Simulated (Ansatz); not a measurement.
A generator proposed this cell of KAl.

```yaml
crystal:
  lattice:
    - [3.71591, 0.00000, 0.00000]
    - [0.00000, 3.71591, 0.00000]
    - [0.00000, 0.00000, 3.71591]
  atoms:
    - { symbol: K, position: [0.50000, 0.50000, 0.50000] }
    - { symbol: Al, position: [0.00000, 0.00000, 0.00000] }
```

Computed with DFT PBE, scalar-relativistic, plane waves, PAW (Ansatz). Cutoff 420 eV; k points 6×6×6 on the computed 2-atom cell (Γ-centred); Gaussian smearing, width 0.10 eV; no spin polarisation.

Formation energies are uncorrected and refer to the elements' standard structures at the same level.

Task: Estimate its pressure, forces and energy as it stands.

Result: The pressure is 7.8 GPa (it wants to expand), the largest force is 0.00 eV/Å (symmetry fixes the atoms), and the energy is +0.75 eV/atom against the elements. The shortest distance is 3.22 Å.

Task: Is it a good guess?

Result: A fair one: relaxing gains about 0.19 eV/atom (the start's value is from the coarse mesh, so the gain is rough) in 9 ionic steps and ends at +0.57 eV/atom on the finer mesh. The symmetry stays Pm-3m (No. 221). The end has the caesium chloride type. The volume per atom grows by 36.8 %, from 25.7 to 35.1 Å³. The shortest distance goes from 3.22 Å (K–Al) to 3.57 Å (K–Al). Conventional cell: a = 4.125 Å. Around K lie 8 Al at 3.57 Å and 6 K at 4.13 Å; Al has 8 K at 3.57 Å and 6 Al at 4.13 Å.

The last run used a 14×14×14 mesh for its 2-atom cell and Gaussian smearing of 0.10 eV. The relaxation can't lower the symmetry of the start, and the grade says only how near the guess is to its own end. A structure relaxed within its symmetry needn't be a true minimum.
